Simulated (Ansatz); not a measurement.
Task: SiO₂ in space group P4_12_12 (No. 92; Si on 4a, O on 8b) is relaxed with plane-wave PAW PBE (Ansatz code). What lattice parameters of the conventional cell result?

Result: a = 5.082 Å, c = 7.096 Å.

Task: Give the free coordinates with the occupied sites.

Result: In one choice of origin and axes:

| atom | site | symmetry | x | y | z |
|---|---|---|---|---|---|
| Si | 4a | ..2 | 0.2941 | 0.2941 | 0.0000 |
| O | 8b | 1 | 0.2411 | 0.0940 | 0.1745 |

Task: Is it a metal or does it have a gap at this level?

Result: A gap of 5.52 eV, direct.

The cell was relaxed with PBE under the symmetry of its start.

Potentials: the earlier of the program's two PAW sets.
